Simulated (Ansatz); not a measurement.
A geometry of I away from equilibrium: the start of the relaxation of a generated cell, I built in the AFLOW prototype A_aP4_2_aci. The numbers are results of PBEsol (plane waves to 420 eV, PAW, scalar-relativistic; Ansatz, a program for electronic structure), not measurements. Γ-centred k-mesh 7×6×3 on the run's cell (coarser than for final values), Fermi–Dirac smearing 0.05 eV.

```xyz
4
Lattice="3.5562 0.0000 0.0000 0.3560 4.1955 0.0000 0.1548 0.6970 9.4102" Properties=species:S:1:pos:R:3 pbc="T T T"
I      0.0000     0.0000     0.0000
I      0.0774     0.3485     4.7051
I      1.7835     2.5804     2.4372
I      2.2834     2.3122     6.9730
```

Task: What forces act on the atoms (eV/Å)?

Result: 
```
atom     Fx     Fy     Fz
----  -----  -----  -----
I1     0.00   0.00   0.00
I2     0.00   0.00   0.00
I3    -0.16   0.33  -0.20
I4     0.16  -0.33   0.20
```

Task: What is the pressure?

Result: -1.0 GPa, compression positive.

No spin polarisation in the result. Without a van der Waals term the distances between weakly bound units are poorly fixed.

The run could not lose the symmetry of its start; a randomly shaken copy of 8 atoms returns to this structure.

The end of the path is a generated cell of I: the first start was made by placing the elements on the sites of a structure type, and the end was not matched to a known phase here, so it may be hypothetical. Known forms of I include space group No. 64.
